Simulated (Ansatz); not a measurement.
**An elastic constant from a strain scan in Al**

Level of theory: Ansatz, DFT PBEsol, scalar-relativistic, plane waves, PAW. Cutoff 420 eV, Γ-centred 18×18×6 k-points, Gaussian smearing of 0.15 eV. No spin polarisation. Energies are free energies at this smearing, counted from the undisturbed cell; pressure is positive in compression.

Reference structure (relaxed at this level; this form isn't the usual structure):

```
Al
1.0
     2.83628    0.00000    0.00000
    -1.41814    2.45629    0.00000
     0.00000    0.00000    9.32215
Al
4
Direct
  0.00000 0.00000 0.00000
  0.33333 0.66667 0.25000
  0.00000 0.00000 0.50000
  0.66667 0.33333 0.75000
```

The cell is strained by ε times the Voigt pattern (0, 0, 0, 0, 0, 1) (xx, yy, zz, yz, xz, xy; engineering shear) with fractional coordinates fixed. The cell holds 4 atoms in V0 = 64.95 Å³. The stress column is τ = (1/V0) dE/dε, got from the stress tensor σ (compression positive) at each point as −det(1 + εP) σ : P(1 + εP)⁻¹, with P the pattern as a tensor.

```csv
ε,ΔE (meV/atom),τ (GPa)
-0.0200,?,?
-0.0100,0.201,-0.388
0.0000,0.000,0.000
0.0050,0.051,0.200
0.0150,0.442,0.555
```

Which combination of elastic constants does this scan measure, and how large is it?

For small ε, τ = τ0 + Kε with K = pᵀCp, which for this pattern is C66 in the Cartesian frame shown. The parabola through τ at ε = -0.0100, 0 and 0.0050 has slope K = 40 GPa at zero. The energies per cell, E = NΔE, of the same two points give K = 2[E(ε₊)/ε₊ − E(ε₋)/ε₋]/[(ε₊ − ε₋)V0] = 40 GPa, in agreement. These are clamped-ion values.

Predict the withheld row at ε = -0.0200 from the harmonic law, and compare.

ΔE = V0(τ0 ε + Kε²/2)/N = 0.804 meV/atom and τ = -0.79 GPa. The calculation gives 0.761 meV/atom and -0.70 GPa: the energy lies 5 % below the harmonic value.

In a metal these slopes depend on the k mesh and the smearing.

Cost: 5 runs of about 5 core-minutes in all, on Intel Xeon Processor @ 2.50GHz (Skylake/Cascade Lake) (shared hosts).